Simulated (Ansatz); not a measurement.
## Course of a relaxation: BC4

The guess for BC4 was made by a generator: random sheet by layer group and Wyckoff sites. The dimensions are guesses.

This is a two-dimensional sheet: the third axis spans vacuum and isn't periodic.

```
B C
1.0
     3.51490    0.00000    0.00000
     0.00000    4.64931    0.00000
     0.00000    0.00000   16.00000
B C
1 4
Direct
  0.00000 0.50000 0.50000
  0.82373 0.00000 0.53882
  0.17627 0.00000 0.53882
  0.17627 0.00000 0.46118
  0.82373 0.00000 0.46118
```

Method: DFT PBE, scalar-relativistic, plane waves, PAW in Ansatz 0.2.0. Cutoff 420 eV, Gaussian smearing, Γ-centred meshes. In-plane cell and atoms relax first on a coarse mesh and then on a finer one. In metals the finer mesh still leaves noise of several meV/atom or more. The steps can't lower the symmetry of their start. No spin polarisation in the relaxation; trial moments died out in a coarse test.

Steps on the 6×4×1 mesh (5 atoms, 13 steps). The free energy counts from the last step; the plane-wave basis is renewed at times, which shifts energy and pressure.

```csv
step,ΔF (meV/atom),largest force component (eV/Å)
1,1708.4,13.131
2,875.4,6.125
3,393.1,4.253
4,53.6,1.143
5,58.3,3.393
6,3.6,0.356
7,-0.4,0.160
8,-1.1,0.032
9,-1.6,0.025
10,-1.9,0.013
11,0.0,0.013
12,-0.1,0.001
13,0.0,0.001
```

Steps on the 14×10×1 mesh (5 atoms, 23 steps). The free energy counts from the last step; some steps are skipped; the plane-wave basis is renewed at times, which shifts energy and pressure.

| step | ΔF (meV/atom) | largest force component (eV/Å) |
| --- | --- | --- |
| 1 | 108.1 | 0.233 |
| 2 | 101.6 | 0.072 |
| 3 | 90.8 | 0.040 |
| 4 | 90.7 | 0.208 |
| 6 | 60.0 | 0.524 |
| 7 | 32.7 | 0.695 |
| 8 | 1.5 | 0.377 |
| 9 | -0.8 | 0.061 |
| 10 | -0.7 | 0.062 |
| 11 | -0.8 | 0.015 |
| 13 | -0.8 | 0.001 |
| 14 | -0.9 | 0.003 |
| 15 | -0.9 | 0.006 |
| 16 | -1.0 | 0.011 |
| 17 | -1.2 | 0.013 |
| 18 | -1.1 | 0.004 |
| 20 | 0.0 | 0.000 |
| 21 | 0.0 | 0.006 |
| 22 | 0.0 | 0.001 |
| 23 | 0.0 | 0.001 |

The relaxed structure, after a last relaxation on the converged mesh:

```cif
data_structure
_symmetry_space_group_name_H-M 'P 1'
_symmetry_Int_Tables_number 1
_cell_length_a 3.0061
_cell_length_b 3.1640
_cell_length_c 26.2844
_cell_angle_alpha 90.000
_cell_angle_beta 90.000
_cell_angle_gamma 90.000
_cell_volume 250.00
loop_
_atom_site_label
_atom_site_type_symbol
_atom_site_fract_x
_atom_site_fract_y
_atom_site_fract_z
_atom_site_occupancy
B1 B 0.00000 0.50000 0.30436 1
C1 C 0.74719 0.00000 0.33336 1
C2 C 0.25281 0.00000 0.33336 1
C3 C 0.25281 0.00000 0.27536 1
C4 C 0.74719 0.00000 0.27536 1
```

The symmetry stays pmmm (No. 37). The area per atom shrinks by 41.8 %, from 3.3 to 1.9 Å². The shortest distance goes from 1.24 Å (C–C) to 1.49 Å (C–C). The energy falls by about 1.8 eV/atom (the start's value is from the coarse mesh). The program sets the height of the box itself, so the height of the cell differs between start and end. B at height 0.76 Å has 8 C at 1.91 Å; C at height 1.52 Å has 3 C at 1.49–1.52 Å.

```
Area per atom                              : 1.90 Å²
Thickness between the outermost nuclei     : 1.52 Å
Formation energy                           : +2.19 eV/atom
Gap on the 12×12×1 mesh of the 5-atom cell : 0 eV (a metal)
```

Formation energies are uncorrected and refer to the elements' standard structures at the same level.

The last run used Gaussian smearing of 0.10 eV. An odd number of electrons in the primitive cell allows no gap without spin; a larger cell or a magnetic state could open one. The reference form of C is held partly by dispersion forces, which this level lacks. A structure relaxed within its symmetry needn't be a true minimum. In all, the 4 runs took 11 min on 1 thread of Arm Neoverse V2 (shared host).
